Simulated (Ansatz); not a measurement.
Here is the system:

MoRu:
Space group Fm-3m (No. 225); a = 5.043 Å, b = 5.043 Å, c = 5.043 Å, α = 90.00°, β = 90.00°, γ = 90.00°

```
atom  site  symmetry       x       y       z
----  ----  --------  ------  ------  ------
Ru      4a      m-3m  0.0000  0.0000  0.0000
Mo      4b      m-3m  0.5000  0.5000  0.5000
```
(The calculation used a cell of 2 atoms; values per cell refer to that cell.)

This is the PBEsol-relaxed structure.

Question: All from DFT-PBEsol in the program Ansatz with PAW potentials, unless another level is named. Estimate the highest zone-centre frequency.

Answer: 92 cm⁻¹.

Question: Give the bulk modulus (Birch–Murnaghan fit).

Answer: 236 GPa.

The start of the workflow was typed in or built on a structure type; neither database checked (COD, Materials Project) lists it. Whether it is the stable phase at ambient conditions was not checked. The PBEsol relaxation kept the symmetry of its start. At this level the phase is mechanically unstable. The run is not spin-polarised. Its formation energy is positive at this level, so the cell may be metastable or incomplete. As this level gives no gap, phonon frequencies hold no LO–TO term and depend on the k-mesh and smearing (Fermi–Dirac, 0.1 eV here).

Potentials: the earlier of the program's two PAW sets. The files were generated under PBE; for other functionals the program regenerates the frozen cores, and for LDA and PBEsol the local potential too.
